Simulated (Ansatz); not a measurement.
# ReBi in the zincblende structure

Computed with Ansatz (plane waves, PAW, 420 eV cutoff): PBE, scalar-relativistic, no spin polarisation, Γ-centred 10×10×10 mesh, 0.05 eV Gaussian smearing; PAW files: Ansatz's generated set soft_2.

```
CELL_PARAMETERS angstrom
0.00000 3.10976 3.10976
3.10976 0.00000 3.10976
3.10976 3.10976 0.00000
ATOMIC_POSITIONS crystal
Re 0.00000 0.00000 0.00000
Bi 0.25000 0.25000 0.25000
```

This is a trial structure made by placing the elements on a prototype's sites, so it needn't be the stable form.

The run above is the reference. The same cell was run again with other input settings; several of them aren't fit for production, so the rows show the settings' effect and aren't properties of the material.

```tsv
keys changed	outcome	ΔE (meV/atom)	P (GPa)	gap on the mesh (eV)	cell moment (μB)	largest force component (eV/Å)	SCF iterations	rough core-seconds	new warnings
none (reference)	converged	0.0	0.0	0 (bands touch)	–	0.000	–	–	–
scf.occupations.width: 0.05 → null; scf.occupations.method: "gaussian" → "tetrahedron_uncorrected"; basis.ecutwfc: 420 → "40.4 Ry"; scf.lower_state_search: "off"	converged	-1.8	0.0	0 (bands touch)	–	0.000	7	6	band table not solved further
hamiltonian.xc: "pbe" → "pbesol"; hamiltonian.pseudopotentials: {"kind": "nc"}	converged	–	-4.0	metal	–	0.000	9	5	cutoff below recommended
scf.occupations.width: 0.05 → null; scf.occupations.method: "gaussian" → "tetrahedron"; hamiltonian.xc: "pbe" → "rpbe"	converged	–	1.7	0 (bands touch)	–	0.000	7	5	band table not solved further; tetrahedron derivatives may miss energy slope
scf.n_extra_bands: 16	converged	0.0	0.0	0 (bands touch)	–	0.000	6	5	–
```

ΔE is the energy with the smearing extrapolated to zero. It is left out where the change alters the Hamiltonian or the spin treatment. The varied runs start from atomic densities (corrected by the program's trained start where that serves), with the default search for lower states unless a row changes it.

Question: What happens with these changes: scf.eigensolver.kind: "davidson"; scf.lower_state_search: "standard"; scf.occupations.method: "gaussian" → "methfessel_paxton"; scf.occupations.width: 0.05 → 0.3?

Answer: outcome converged, ΔE (meV/atom) 0.5, P (GPa) 0.0, gap on the mesh (eV) 0 (bands touch), largest force component (eV/Å) 0.000, SCF iterations 6, rough core-seconds 5.

Other pseudopotential files need their own cutoff; where it is too low, pressure and moments show the cutoff and not the files.

3 further runs (cut off, refused for memory, with changed atoms or starts, or in doubt) are left out.

Of the reference: Scalar-relativistic only: spin–orbit splittings of the heavy atoms' levels are missing.
